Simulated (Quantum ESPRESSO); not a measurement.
## Band energies of RhIn

```xyz
2
Lattice="3.2097 0.0000 0.0000 0.0000 3.2097 0.0000 0.0000 0.0000 3.2097" Properties=species:S:1:pos:R:3 pbc="T T T"
Rh     1.6048     1.6048     1.6048
In     0.0000     0.0000     0.0000
```

norm-conserving LDA (Quantum ESPRESSO, 88 Ry, scalar-relativistic); path ΓXMΓRX,MR; energies in eV from the Fermi level.

```csv
k (1/Å),point,band 11,band 12,band 13,band 14,band 15,band 16,band 17,band 18
0.00,Γ,-3.31,-3.31,-1.19,-1.19,-1.19,4.52,4.52,4.52
0.54,,-3.64,-3.31,-2.09,-2.09,-1.25,0.78,7.02,7.02
0.98,X,-6.11,-3.31,-2.56,-2.56,-1.29,0.03,10.24,10.55
1.20,,-5.86,-3.20,-2.52,-2.47,-1.35,0.03,8.00,9.40
1.74,,-3.58,-2.39,-2.32,-1.84,-1.69,-0.27,3.30,4.17
1.96,M,-2.95,-2.30,-2.30,-1.74,-1.74,-0.51,2.79,3.54
2.38,,-3.90,-2.71,-2.43,-1.96,-1.64,0.55,3.04,6.60
3.02,,-3.30,-3.26,-1.67,-1.54,-1.27,3.71,3.80,5.47
3.34,Γ,-3.31,-3.31,-1.19,-1.19,-1.19,4.52,4.52,4.52
3.54,,-3.30,-3.30,-1.40,-1.28,-1.28,4.37,4.42,4.42
4.14,,-3.15,-3.15,-2.20,-2.10,-2.10,3.54,3.66,3.66
4.64,,-4.25,-4.25,-1.07,-1.07,0.42,1.68,3.69,3.69
5.04,R,-4.70,-4.70,-0.45,-0.45,0.03,4.30,4.30,4.30
5.23,,-4.59,-4.58,-0.70,-0.55,0.43,2.90,3.23,4.69
5.83,,-4.63,-3.33,-2.48,-1.67,-0.93,0.23,5.18,6.78
6.32,,-6.06,-3.29,-2.59,-2.51,-1.30,0.03,9.57,9.94
6.42,X,-6.11,-3.31,-2.56,-2.56,-1.29,0.03,10.24,10.55
6.42,M,-2.95,-2.30,-2.30,-1.74,-1.74,-0.51,2.79,3.54
6.81,,-3.71,-3.71,-2.25,-0.49,0.34,0.34,2.13,3.60
7.40,R,-4.70,-4.70,-0.45,-0.45,0.03,4.30,4.30,4.30
```

A metal at this level: along this path bands 15, 16 cross the Fermi level.

Spin-orbit splittings are left out.

Geometry of the Materials Project entry, not relaxed at this level.
